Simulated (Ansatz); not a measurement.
A generator proposed this cell of Mg2GeN.

```
CELL_PARAMETERS angstrom
1.63445 0.94365 6.36243
-1.63445 0.94365 6.36243
0.00000 -1.88730 6.36243
ATOMIC_POSITIONS crystal
Mg 0.23360 0.23360 0.23360
Mg 0.76640 0.76640 0.76640
Ge 0.50000 0.50000 0.50000
N 0.00000 0.00000 0.00000
```

These are results of DFT PBE, scalar-relativistic, plane waves, PAW in Ansatz 0.2.0, not measurements. Cutoff 420 eV; k points 6×6×6 on the computed 4-atom cell (Γ-centred); Gaussian smearing, width 0.10 eV; no spin polarisation.

Energies over the elements count from the elements' standard structures at the same level (N₂ as a molecule), with no fitted energy shifts.

Problem. What does a single point on this coarse mesh give?

Solution. The pressure is 27.6 GPa (the mean over three directions, positive in compression), the largest force is 7.36 eV/Å, and the energy is +1.51 eV/atom against the elements. The shortest distance is 2.28 Å.

Problem. Is it a good guess?

Solution. A poor one: relaxing gains about 1.9 eV/atom (the start's value is from the coarse mesh, so the gain is rough) in 17 ionic steps and ends at −0.39 eV/atom on the finer mesh. The symmetry stays R-3m (No. 166). The volume per atom grows by 5.7 %, from 14.7 to 15.6 Å³. The shortest distance goes from 2.28 Å (Mg–Ge) to 2.11 Å (Mg–N). The ratio c/a of the conventional cell changes by a factor of 1.15. Conventional cell: a = 3.178 Å, c = 21.348 Å. Mg has 3 N at 2.11 Å, 3 Mg at 2.78 Å and 3 Ge at 3.11 Å; around Ge lie 6 Mg at 3.11 Å and 6 Ge at 3.18 Å; N has 6 Mg at 2.11 Å.

The last run used an 18×18×18 mesh for its 4-atom cell and Gaussian smearing of 0.10 eV. An odd number of electrons in the primitive cell allows no gap without spin; a larger cell or a magnetic state could open one. The relaxation can't lower the symmetry of the start, and the grade says only how near the guess is to its own end. Symmetry constrained the relaxation, so the result can be a saddle point.
